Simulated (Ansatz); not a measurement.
**Au: opening a crack plane**

Au, P6_3/mmc, a = 2.865 Å, c = 4.791 Å. This isn't the element's structure at ambient conditions. Ansatz: PBEsol, PAW, 420 eV, Γ-centred 24×24×6 mesh on 4 atoms, Gaussian smearing 0.15 eV; no spin polarisation. One cut on (001) per cell of 4 atoms is opened rigidly by x, between planes of Au and Au that stand 2.40 Å apart; y is the energy per area (7.109 Å², 1 eV/Å² = 16.02 J/m²).

| x (Å) | y (J/m²) |
| --- | --- |
| 0.00 | 0.000 |
| 0.50 | 0.551 |
| 1.00 | ? |
| 2.00 | 1.775 |
| 3.00 | 1.883 |
| 6.00 | 1.900 |

Q: Fit the universal binding curve y = W[1 − (1 + x/l) e^(−x/l)] to the other rows, give the peak stress, and predict the missing value.

A: Least squares gives W = 1.91 J/m² and l = 0.465 Å. The stress dy/dx peaks at x = l with W/(e l) = 15.1 GPa, for rigid faces. At x = 1.00: x/l = 2.151, y = 1.209 J/m². The run gave 1.193 J/m², so the fit is 0.016 J/m² too high, a small miss on the scale of the series.

Spin–orbit coupling is left out, which can shift energies with elements as heavy as these.

Cost: 6 runs of about 7.8 core-minutes in all, on Arm Neoverse V1 (shared hosts).